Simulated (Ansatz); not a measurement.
The elements of this relaxed trial crystal are hidden behind letters.

```
lattice vectors (Å)
   5.4599    0.0000    0.0000
   0.0000    5.4599    0.0000
   0.0000    0.0000    4.4123
fractional positions
X 0.0000 0.5000 0.5000
X 0.5000 0.0000 0.5000
X 0.5000 0.5000 0.5000
Z 0.5000 0.5000 0.0000
Z 0.0000 0.0000 0.5000
Q 0.0000 0.0000 0.0000
```

Theory: DFT PBE, scalar-relativistic, plane waves, PAW in Ansatz. Plane waves to 420 eV, an 8×8×8 mesh through Γ for the 6-atom cell and 0.10 eV Gaussian smearing; no spin polarisation.

```
Space group                              : P4/mmm (No. 123)
Conventional cell                        : a = 5.460 Å, c = 4.412 Å
Volume per atom                          : 21.92 Å³
Density                                  : 1.93 g/cm³
Formation energy                         : +0.10 eV/atom
Gap on the 8×8×8 mesh of the 6-atom cell : 0 eV (a metal)
```

Energies are uncorrected and count from the elements' standard states at the same level.

Q: X is an s-block element of period 3, Z is a p-block element of period 3 and Q is a p-block element of period 2. Which elements are they?

A: X = Mg, Z = S, Q = O, so the formula is Mg3S2O. Density times volume gives a mean mass of 1.93 × 21.92/1.6605 = 25.5 u per atom, and this set has 25.5 u. Among the elements that the hints allow, noble gases aside, only these give it. Mg on a site of symmetry mmm is surrounded by 2 Mg at 2.73 Å and 2 S at 2.73 Å; S on its first site is surrounded by 2 Mg at 2.21 Å; O has 2 S at 2.21 Å; 2 more sites not described.

Symmetry constrained the relaxation, so the result can be a saddle point. Another cell of Mg3S2O relaxed alike, in Ama2, lies 1.83 eV/atom lower, so this cell isn't the stable form at this level.
